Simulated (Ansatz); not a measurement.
The elements of this relaxed trial crystal are hidden behind letters.

```
lattice vectors (Å)
  -2.0278    2.0278    8.5981
   2.0278   -2.0278    8.5981
   2.0278    2.0278   -8.5981
fractional positions
X 0.8332 0.8332 0.0000
X 0.1668 0.1668 0.0000
Z 0.5000 0.5000 0.0000
Q 0.5839 0.0839 0.5000
Q 0.2500 0.7500 0.5000
Q 0.9161 0.4161 0.5000
```

Level of theory: DFT PBE, scalar-relativistic, plane waves, PAW (Ansatz 0.2.0). Plane waves to 420 eV, a 10×10×10 mesh through Γ for the 6-atom cell and 0.02 eV Gaussian smearing; no spin polarisation.

| Quantity | Value |
| --- | --- |
| Space group | I-4m2 (No. 119) |
| Conventional cell | a = 4.056 Å, c = 17.196 Å |
| Volume per atom | 23.57 Å³ |
| Density | 4.09 g/cm³ |
| Energy over the elements | −0.440 eV/atom |
| Gap on the 10×10×10 mesh of the 6-atom cell | 1.11 eV |

Energies are uncorrected and count from the elements' standard states at the same level.

Q: X is a p-block element of period 3, Z is a p-block element of period 4 and Q is a p-block element of period 4. Which elements are they?

A: X = Al, Z = Ga, Q = As, so the formula is Al2GaAs3. Density times volume gives a mean mass of 4.09 × 23.57/1.6605 = 58.1 u per atom, and this set has 58.1 u. Al has 4 As at 2.48 Å; around Ga lie 4 As at 2.49 Å; As on a site of symmetry 2mm is surrounded by 2 Al at 2.48 Å and 2 Ga at 2.49 Å; 1 more site not described. Other sets within the hints have nearly the same mass, so mass alone doesn't settle it; this one was computed.

Kohn–Sham gaps at this level usually fall short of measured ones. A structure relaxed within its symmetry needn't be a true minimum.
